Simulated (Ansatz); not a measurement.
This run works on a generated trial structure, not on a known crystal.

Input and command of a plane-wave DFT calculation in Ansatz:

```yaml
crystal:
  lattice:
    - [2.7999090593, 0.0, 0.0]
    - [-1.3999545297, 2.4247923737, 0.0]
    - [0.0, 0.0, 7.6505447682]
  atoms:
    - { symbol: Si, position: [0.3333333333, 0.6666666667, 0.0] }
    - { symbol: Si, position: [0.6666666667, 0.3333333333, 0.3418246798] }
    - { symbol: Si, position: [0.6666666667, 0.3333333333, 0.6581753202] }
    - { symbol: C, position: [0.3333333333, 0.6666666667, 0.5] }
basis:
  ecutwfc: 420
kpoints:
  mp_grid: { grid: [18, 18, 6] }
hamiltonian:
  xc: pbe
scf:
  occupations: { method: gaussian, width: 0.1 }
output:
  forces: true
  stress: true
  eigenvalues: true
relax:
  adjacent_minimum: "off"
  f_tol: 0.01
  max_steps: 80
  cell: { stress_tol: 0.05 }
```

```bash
ansatz run input.yaml --threads 1 --pin off --max-ram 2560MiB --backend cpu --events-out ev --progress --plain --runs-dir out
```

Processor: Intel(R) Xeon(R) Processor @ 2.50GHz (Skylake/Cascade Lake), 1 thread, on a host shared with other jobs.

Question: How long does it run, and how much memory does it take?

Answer: About 3.4 min, peak memory 0.44 GiB. It solves 12 bands at 148 k points (after reduction by symmetry) with about 935 plane waves (on the last cell), in 63 SCF iterations over 10 ionic steps.
